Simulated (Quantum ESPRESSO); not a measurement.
## Calculated data, AlSiGeN3O (made-up cell, one site empty)

All values are calculated (Quantum ESPRESSO 7.5). Calculation on a made-up crystal cell, not a measurement, the moved input of one more run found from cubic fits through the family: the fits match the computed values on one interval only; periodic Kohn-Sham density functional theory in plane waves with PseudoDojo standard norm-conserving scalar-relativistic pseudopotentials, each functional with its own files (v0.5 for PBE, v0.4.1 for LDA and PBEsol), no spin polarisation, no spin-orbit coupling, atoms not relaxed, stress positive in tension, energies less a fixed whole-eV offset for each atom's element; levels are Kohn-Sham levels at fractions of this cell's reciprocal vectors, counted from the reference band (half the neutral cell's valence electrons, rounded up) at Gamma; error bars cover cutoff and k-mesh only, not smearing or the files; each bar is the largest change over components, and at least 0.002 eV, 0.002 eV per angstrom or 0.02 GPa; added strain carries the atoms with the cell, and shear is the tensor component; energies are for the whole cell, and the offsets were chosen from early runs and are not element reference energies.

Entry: AlSiGeN3O (made-up cell, one site empty)

Reference structure:
```xyz
7
Lattice="3.0840 -0.0155 0.0198 -0.0269 5.3182 0.0011 0.0325 0.0011 5.0089" Properties=species:S:1:pos:R:3 AlSiGeN3O
Si    -0.1166    -0.0339    -0.0232
Al     1.4758     2.5671     0.0024
Ge    -0.0922     3.4930     2.5493
O      0.0795     0.1359     1.9868
N      1.5430     2.6234     1.8759
N      1.5899     0.9779     4.4125
N     -0.0597     3.5072     4.4118
```

* lattice type: wurtzite
* empty site: 3
* functional: pbe
* cutoff: 1143 eV
* fermi dirac smearing: 0.025 eV
* scf tolerance: 1e-07 eV
* electrons removed: 0
* moved input: added strain, zz
* moved input in the structure shown: -0.0044
* reference band: 21
* further run stress zz: 10.67 GPa
* further run fz on site 8: 0.584 eV/Å
* further run pressure: -9.15 GPa
* further run next band up at 15 percent along a: 2.44 eV
* k mesh: 6 x 4 x 4, shifted by half a step
* structure shown: one run of the family, not the further run
* moved input of the further run: ?

Atoms:
| atoms element | atom site | atom energy offset (eV) |
| --- | --- | --- |
| Si | 1 | -115 |
| Al | 2 | -64 |
| Ge | 4 | -2430 |
| O | 5 | -452 |
| N | 6 | -283 |
| N | 7 | -283 |
| N | 8 | -283 |

Family:
| moved input | stress zz (GPa) | fz on site 8 (eV/Å) | pressure (GPa) | next band up at 15 percent along a (eV) |
| --- | --- | --- | --- | --- |
| -0.0166 | 3.66 | 0.995 | -6.37 | 2.691 |
| -0.0085 | 6.65 | 0.813 | -7.56 | 2.59 |
| -0.0044 | 8.09 | 0.73 | -8.13 | 2.539 |
| 0.014 | 13.9 | 0.417 | -10.43 | 2.305 |
| 0.0184 | 15.16 | 0.357 | -10.93 | 2.248 |
| 0.0212 | 15.92 | 0.321 | -11.23 | 2.212 |

Question: What moved input of the further run does the calculation give for AlSiGeN3O (made-up cell, one site empty)?
Answer: 0.0034

Further results for AlSiGeN3O (made-up cell, one site empty):

* interval low: 0.003207
* interval high: 0.003566
* energy against integrated force or stress: 0.0005361 eV
* error bar energy: 0.002 eV
* error bar stress: 0.02 GPa
* error bar force: 0.002561 eV/Å
* error bar next band up: 0.002 eV
